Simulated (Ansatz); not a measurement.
Cu (fcc (Cu type), Fm-3m), a = b = c = 3.628 Å, α = β = γ = 90.00°; the cell used has 1 atom.

Relaxed with PBE.

**Question.** Which orbitals make up the states near the Fermi level in PBE in the plane-wave PAW code Ansatz?

**Answer.** Within 0.5 eV of the Fermi level: Cu 4s 42 %, Cu 3d 35 %, outside the projected shells 23 %. Projections are on Löwdin-orthogonalised atomic valence shells; empty p or d shells of many metals are not among them.

**Question.** Tabulate the density of states.

**Answer.** States/eV per cell of 1 atom, in 0.25 eV bins, energy from the Fermi level.

```
E (eV)  total  Cu 3d  Cu 4s
------  -----  -----  -----
-7.85    0.10   0.00   0.09
-7.60    0.11   0.00   0.10
-7.35    0.12   0.01   0.11
-7.10    0.14   0.01   0.12
-6.85    0.15   0.01   0.13
-6.60    0.17   0.02   0.14
-6.35    0.18   0.03   0.15
-6.10    0.21   0.04   0.16
-5.85    0.24   0.06   0.17
-5.60    0.29   0.09   0.19
-5.35    0.36   0.15   0.20
-5.10    0.57   0.33   0.23
-4.85    0.95   0.70   0.24
-4.60    1.21   1.00   0.20
-4.35    1.54   1.39   0.14
-4.10    2.32   2.22   0.08
-3.85    2.10   2.05   0.02
-3.60    2.10   2.05   0.02
-3.35    2.97   2.85   0.07
-3.10    3.58   3.41   0.10
-2.85    4.16   4.02   0.09
-2.60    2.82   2.71   0.06
-2.35    3.31   3.22   0.05
-2.10    3.47   3.40   0.05
-1.85    3.43   3.37   0.05
-1.60    4.75   4.68   0.06
-1.35    0.57   0.47   0.09
-1.10    0.39   0.26   0.11
-0.85    0.37   0.21   0.12
-0.60    0.35   0.17   0.13
-0.35    0.33   0.14   0.13
-0.10    0.32   0.12   0.13
0.15     0.30   0.09   0.13
0.40     0.29   0.08   0.13
0.65     0.28   0.07   0.12
0.90     0.27   0.06   0.12
1.15     0.27   0.05   0.11
1.40     0.26   0.04   0.10
1.65     0.26   0.03   0.09
1.90     0.25   0.03   0.09
2.15     0.23   0.02   0.08
2.40     0.22   0.02   0.07
2.65     0.21   0.02   0.06
2.90     0.19   0.01   0.05
3.15     0.17   0.01   0.04
3.40     0.16   0.01   0.03
3.65     0.16   0.01   0.04
3.90     0.26   0.02   0.13
4.15     0.29   0.02   0.15
4.40     0.29   0.02   0.14
4.65     0.28   0.02   0.14
```

The cell was relaxed with PBE under the symmetry of its start. No spin polarisation was allowed.

Potentials: the earlier of the program's two PAW sets.
